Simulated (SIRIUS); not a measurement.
**Moving the choice of potentials or basis in WS**

The structure is cubic, space group Pm-3m (No. 221). Conventional cell: a = 3.008 Å, b = 3.008 Å, c = 3.008 Å, α = 90.00°, β = 90.00°, γ = 90.00°. W (site symmetry m-3m) has 8 S at 2.60 Å as nearest neighbours. Around S (site symmetry m-3m) lie 8 W at 2.60 Å.

The cell comes from a database or a generator and needn't be the stable form of this composition.

Kept alike: task eos task; functional PBE; k mesh 6 × 6 × 6; occupations fermi-dirac, width 0.05 eV; no spin polarisation. Program: SIRIUS. Cutoffs run from 828 to 1030 eV. The mesh is that of the run's cell of 2 atoms. No spin-orbit coupling.

| choice of potentials or basis | volume (Å³/atom) | bulk modulus (GPa) |
| --- | --- | --- |
| PseudoDojo 0.4.1 PBE standard (scalar relativistic) | 13.603 | 247.2 |
| PseudoDojo 0.5 PBE standard (scalar relativistic) | 13.604 | 247.3 |
| PseudoDojo 0.5 PBE stringent (scalar relativistic) | 13.604 | 247.3 |
| SSSP 1.3.0 PBE efficiency | 13.612 | 248.0 |

Question: What does the choice of potentials or basis change here?

Answer: The volume runs from 13.603 (PseudoDojo 0.4.1 PBE standard (scalar relativistic)) to 13.612 Å³/atom (SSSP 1.3.0 PBE efficiency). The bulk modulus runs from 247.2 (PseudoDojo 0.4.1 PBE standard (scalar relativistic)) to 248.0 GPa (SSSP 1.3.0 PBE efficiency).
